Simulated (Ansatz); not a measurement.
Starting cell, Ru (hcp, Mg type):

```
CELL_PARAMETERS angstrom
      2.70456     0.00000     0.00000
     -1.35228     2.34222     0.00000
      0.00000     0.00000     4.26009
ATOMIC_POSITIONS crystal
  Ru 0.33333 0.66667 0.75000
  Ru 0.66667 0.33333 0.25000
```

In each cell atom 2 (Ru, nearest neighbour Ru at 2.641 Å; its periodic images, 2.7 Å or more away, move with it) moves by s·(1.000, 0.000, 0.000) (along Cartesian x), the rest being held.

These are r2SCAN (plane waves to 500 eV, PAW, scalar-relativistic; Ansatz, a quantum-chemistry and plane-wave program) values and carry that method's errors. k mesh 16×16×9 (Γ-centred), Fermi-Dirac smearing 0.05 eV. The energy includes the smearing's −TS. With partly filled bands, energies and forces of such displacements shift with the k mesh and the smearing. Ru is run without spin polarisation. Ru was relaxed with its symmetry unable to fall. The zero of ΔE is the undisplaced structure.

Successive frames, forces in eV/Å:

```csv
frame,ΔE (meV/cell),F on Ru1,F on Ru2
s = 0.000 Å,0,"(0.000, 0.000, 0.000)","(0.000, 0.000, 0.000)"
s = -0.158 Å,95,"(-1.155, -0.086, 0.000)","(1.155, 0.086, 0.000)"
s = -0.316 Å,358,"(-2.130, -0.227, 0.000)","(2.130, 0.227, 0.000)"
s = -0.474 Å,742,"(-2.601, -0.359, 0.000)","(2.601, 0.359, 0.000)"
```

Q: What are the energy and the forces in the next frame, s = -0.632 Å?

A: ΔE (meV/cell) = 1126.

```json
[
 {"atom": "Ru1", "Fx": "-2.167", "Fy": "-0.201", "Fz": "0.000"},
 {"atom": "Ru2", "Fx": "2.167", "Fy": "0.201", "Fz": "0.000"}
]
```

(For displaced atoms, the force is minus the slope of the energy, and its curvature is a force constant, which sets phonon frequencies.)
